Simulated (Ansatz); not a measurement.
# Vibrations of PbO (P4/nmm) by finite displacements

```yaml
crystal:
  lattice:
    - [3.98748, 0.00000, 0.00000]
    - [0.00000, 3.98748, 0.00000]
    - [0.00000, 0.00000, 5.07978]
  atoms:
    - { symbol: Pb, position: [0.00000, 0.50000, 0.23317] }
    - { symbol: Pb, position: [0.50000, 0.00000, 0.76683] }
    - { symbol: O, position: [0.00000, 0.00000, 0.00000] }
    - { symbol: O, position: [0.50000, 0.50000, 0.00000] }
```

Level of theory, where no other is named: PBEsol, all-electron LAPW in Ansatz 0.2.0, scalar-relativistic. k mesh 6×6×4, fixed occupations, basis error target 1 meV/atom. The cell was relaxed by PAW under this functional.

Atoms are displaced by 0.01 Å in the primitive cell, which gives the zone-centre modes alone. Negative values stand for unstable modes. The zone centre has no LO-TO term.

(1) Is the structure dynamically stable at these wave vectors?

(2) How do the optical zone-centre modes decompose, and which are active?

(3) How well do frozen-core PAW files reproduce these all-electron values?

(4) The cell is scaled evenly to 78.345 and 83.191 Å³ (from 80.768), with free atoms relaxed and the shape held, so these aren't the values under hydrostatic pressure. What are the mode Grüneisen parameters γ = −d ln ω/d ln V?

(5) Linear response on PAW files adds the field. What are the dielectric tensor, the Born charges and the LO shift?

Answers

(1) Yes, no mode is unstable there; wave vectors off this mesh aren't tested.

(2) Point group 4/mmm: Γ_opt = 2Eg + A1g + Eu + B1g + A2u.

| label | meV | activity | mostly |
| --- | --- | --- | --- |
| Eg | 10.16 | Raman | Pb (99 %) |
| A1g | 18.09 | Raman | Pb (100 %) |
| Eu | 31.48 | IR | O (93 %) |
| B1g | 42.21 | Raman | O (100 %) |
| A2u | 48.29 | IR | O (93 %) |
| Eg | 50.25 | Raman | O (99 %) |

(3) With a cutoff of 420 eV and displacements of 0.0025 Å, the r.m.s. difference over the modes is 0.3 cm⁻¹; the largest difference is 405.8 (PAW) against 405.3 cm⁻¹ (LAPW).

(4) For the highest mode, 421.9 cm⁻¹ in the small cell and 389.2 in the large one give γ ≈ 1.34. From the change of the dynamical matrix on each mode:

```csv
point,cm⁻¹,γ
Gamma,82.0,0.72
Gamma,145.9,0.89
Gamma,253.9,1.45
Gamma,340.5,0.45
Gamma,389.5,0.33
Gamma,405.3,1.34
```

(5) ε∞ = (6.71, 6.71, 6.18) along x, y, z with local fields. Born charges (xx, yy, zz): Pb1 (3.15, 3.15, 2.25); Pb2 (3.15, 3.15, 2.25); O3 (-3.15, -3.15, -2.25); O4 (-3.15, -3.15, -2.25). For q along x the macroscopic field gives longitudinal modes at 430.9 (from 253.5) cm⁻¹. For q along z the macroscopic field gives longitudinal modes at 467.8 (from 389.4) cm⁻¹. Without the field the optical modes lie at 82.0 (Eg), 145.9 (A1g), 253.5 (Eu), 340.6 (B1g), 389.4 (A2u), 405.8 (Eg) cm⁻¹. With the ions free to follow the field, the program's ε₀ is (19.38, 19.38, 8.92).

Limits of these numbers: no spin-orbit coupling on heavy atoms; no dispersion correction, so the spacing and stiffness between layers or molecules are poor; zone-boundary modes aren't tested; the frozen-core PAW files of the compared runs were fitted under PBE, their cores solved anew for this functional; field response not resolved by the mesh; semilocal gaps are low, and ε∞ tends to come out large.
